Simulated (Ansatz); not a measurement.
Property card for YTaN$_{3}$

YTaN3:
```xyz
10
Lattice="2.8167 1.6262 4.7275 -2.8167 1.6262 4.7275 0.0000 -3.2525 4.7275" Properties=species:S:1:pos:R:3 pbc="T T T"
Y      0.0000     0.0000     7.3947
Y      0.0000     0.0000     0.3034
Ta     0.0000     0.0000    11.2404
Ta     0.0000     0.0000     4.1491
N      2.3084    -0.0474     7.8843
N     -1.1131     2.0229     7.8843
N     -1.1953    -1.9754     7.8843
N     -1.6215    -0.3492     5.5205
N      0.5083     1.5788     5.5205
N      1.1131    -1.2296     5.5205
```

Space group R3c (No. 161); conventional cell a = b = 5.633 Å, c = 14.183 Å, α = β = 90.00°, γ = 120.00°.

Method: PBE in the plane-wave PAW code Ansatz. Structure relaxed to zero pressure with the same functional. Other levels are named where they apply.

**Cell and energy**

- Volume per atom: 12.99 Å³
- Density: 7.97 g/cm³
- Formation energy from the elements (no fitted shifts): -1001 meV/atom

**Electronic structure**

- Electronic character: metallic (no gap)
- Density of states at the Fermi level: 1.1 states/eV per atom (mean over ±0.08 eV)

**Mechanics**

Bulk modulus (Birch–Murnaghan fit): 159 GPa
Pressure derivative B′: 3.5

The start of the workflow was typed in or built on a structure type; neither database checked (COD, Materials Project) lists it. Its standing as an ambient phase is unchecked. The cell was relaxed with PBE under the symmetry of its start; its stability against distortions is not shown here. The run is not spin-polarised. The references are the lowest solids computed at this level, not always the standard phases (solids in place of the gases). Scalar-relativistic: spin–orbit coupling is off unless named, which matters more the heavier the elements.

Potentials: the earlier of the program's two PAW sets.
